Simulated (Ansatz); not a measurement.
In plane-wave PAW LDA (Ansatz code), Ge3N4 in the cubic phase (Fd-3m; Ge on 16c, Ge on 8b, N on 32e) relaxes to a = 8.165 Å. Ge on 16c has 6 nearest neighbours from 1.98 Å (octahedral); Ge on 8b has 4 nearest neighbours from 1.88 Å (tetrahedral). Against the elements it lies at -0.26 eV/atom, with no fitted shifts.

It is gapped at this level: 2.15 eV (smallest direct gap 2.17 eV). The valence maximum lies on the K–Γ line, 25 % of the way from K and the conduction minimum at Γ. The hole mass is 0.39, 2.5, 3.2 mₑ (principal values).

The bulk modulus is 248 GPa. The relaxed-ion elastic constants in GPa are C11 = 403, C12 = 171, C44 = 235. The elastic constants imply a Debye temperature near 794 K. Without the LO–TO term the highest mode at Γ lies at 847 cm⁻¹.

Symmetry was held in the LDA relaxation. The references are the lowest solids computed at this level, not always the standard phases (solids in place of the gases). Scalar-relativistic: spin–orbit coupling is off unless named, which matters more the heavier the elements.

Potentials: the later of the program's two PAW sets.
